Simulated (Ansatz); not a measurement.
HfO2 (CdI2 type, P-3m1), a = 3.197 Å, b = 3.197 Å, c = 4.574 Å, α = 90.00°, β = 90.00°, γ = 120.00°.

Relaxed with LDA.

Q: Give the optical modes at the zone centre with their infrared and Raman activity from DFPT, the program Ansatz at the LDA level (PAW).

A: Transverse frequencies, without the LO–TO term; a row sums one degenerate level.

| ω (cm⁻¹) | degeneracy | IR ((D/Å)²/amu) | Raman (Å⁴/amu) | activity | symmetry |
|---|---|---|---|---|---|
| 289 | 2 | 64.62 | 0 | IR | Eu |
| 436 | 1 | 5.21 | 0 | IR | A2u |
| 538 | 2 | 0.00 | 48 | Raman | Eg |
| 563 | 1 | 0.00 | 31 | Raman | A1g |

Q: How high does the top mode go among those that the LO–TO term moves?

A: 656 cm⁻¹ for q along x, 656 cm⁻¹ for q along y, 539 cm⁻¹ for q along z.

A made-up cell: these elements were put on the sites of a structure type; neither database checked (COD, Materials Project) lists it. It is not the phase usual at ambient conditions (space group No. 14, 29). The cell was relaxed with LDA under the symmetry of its start; whether a distortion lowers the energy is not shown. The run is not spin-polarised. A crystal of weakly bound layers computed without a dispersion correction: the cell and the soft elastic constants depend strongly on that. Spin–orbit coupling is left out wherever it is not named.

Potentials: the earlier of the program's two PAW sets. The files were generated under PBE; for other functionals the program regenerates the frozen cores, and for LDA and PBEsol the local potential too.
